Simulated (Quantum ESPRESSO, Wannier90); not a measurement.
# Se (R-3): Wannier90 run

```xyz
6
Lattice="0.0000 0.0000 4.8395 -5.6553 -3.2651 -1.6132 5.6553 -3.2651 -1.6132" Properties=species:S:1:pos:R:3 pbc="T T T"
Se     0.6969    -1.9931    -0.5359
Se    -0.6969     1.9931     0.5359
Se     1.3776     1.6001    -0.5359
Se    -1.3776    -1.6001     0.5359
Se    -2.0745     0.3930    -0.5359
Se     2.0745    -0.3930     0.5359
```

Structure: Materials Project mp-147, symmetrised, not relaxed again. COD (Crystallography Open Database) has the formula in 4 space groups, this one among them (matched by group alone). Level: PBEsol, no spin polarisation, no spin-orbit coupling; pw.x of Quantum ESPRESSO at 69 Ry with PseudoDojo potentials, 4×4×4 k-points, Wannier90. Density: 8×8×8 mesh, cold smearing 0.01 Ry. The cell is built of weakly bound layers, chains or molecules, whose nearest atoms lie 3.42 Å apart. Database cells relaxed without dispersion often hold them too far apart, which can enlarge gaps and weakens couplings between them; spacing and stacking were not compared with the measured crystal. Spin-orbit coupling, left out, would split the p-like bands by a few tenths of an eV.

Base run: 24 functions from bands 31-67 of the 67 computed, start hydrogen-like Se: s;p, centres 0.05 Å off the atoms, frozen window up to 2.85 eV relative to the valence-band maximum, outer window open. One thing is changed at a time; window edges are relative to the valence-band maximum. The misfit compares interpolated bands with pw.x on a high-symmetry path, for states up to 2.3 eV relative to the valence-band maximum. Converged means that the tolerances were met: symmetric starts can stop on a saddle, which shows as a larger Ω_OD at equal Ω_I and can move the misfit too.

```
setting  functions  frozen to (eV)  Ω_I (Å²)  Ω_D (Å²)  Ω_OD (Å²)  rms misfit (meV)  worst (meV)      ended
-------  ---------  --------------  --------  --------  ---------  ----------------  -----------  ---------
base            24            2.85     27.45      0.00       5.45               1.9           14  converged
```

**Question.** Starting from this base row, predict which settings stop with an error, and how Ω_I and the misfit move in the others: frozen window to 3.85 eV; frozen window to 5.88 eV; outer window to 6.14 eV.

**Answer.** 
```csv
setting,functions,frozen to (eV),Ω_I (Å²),Ω_D (Å²),Ω_OD (Å²),rms misfit (meV),worst (meV),ended
frozen window to 3.85 eV,24,3.85,28.85,0.01,5.67,2.3,13,converged
frozen window to 5.88 eV,24,5.88,–,–,–,–,–,stops: too many frozen states
outer window to 6.14 eV,24,2.85,28.85,0.01,5.67,2.2,10,converged
```
